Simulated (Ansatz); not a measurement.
Re:
```
Re
1.0
    2.75743     0.00000     0.00000
   -1.37871     2.38800     0.00000
    0.00000     0.00000     4.45392
Re
2
Cartesian
  0.00000   1.59200   3.34044
  1.37871   0.79600   1.11348
```

Relaxed with PBE+D3(BJ). Special points in fractions of this cell's reciprocal vectors: Γ (0.000, 0.000, 0.000); M (0.500, 0.000, 0.000); K (0.333, 0.333, 0.000); A (0.000, 0.000, 0.500); L (0.500, 0.000, 0.500); H (0.333, 0.333, 0.500).

**Question.** List the band energies nearest the Fermi level at these points for the program Ansatz at the PBE+D3(BJ) level (PAW).

**Answer.** In eV from the Fermi level; about four levels below and three above (degenerate sets whole), none deeper than 8.9 eV; … stands for higher levels left out; points with the same levels are listed once.

```
k                          below                above
-  -----------------------------  -------------------
Γ  -1.58 -1.58 -1.58 -0.74 -0.74       0.20 0.20 0.62
M        -1.93 -1.72 -1.37 -0.59       4.02 4.43 4.56
K        -3.36 -2.13 -2.13 -0.03       3.07 3.07 3.55
A        -1.71 -1.71 -1.71 -1.71                    …
L        -6.30 -6.30 -4.11 -4.11  0.40 0.40 0.93 0.93
H        -3.74 -3.74 -2.15 -2.15  0.07 0.07 3.39 3.39
```

Space group P6_3/mmc (hcp (Mg type)). Symmetry was held in the PBE+D3(BJ) relaxation. No spin polarisation was allowed. The pairwise dispersion correction was not fitted to metals. Scalar-relativistic: spin–orbit coupling is off unless named, which matters more the heavier the elements.

Potentials: the later of the program's two PAW sets.
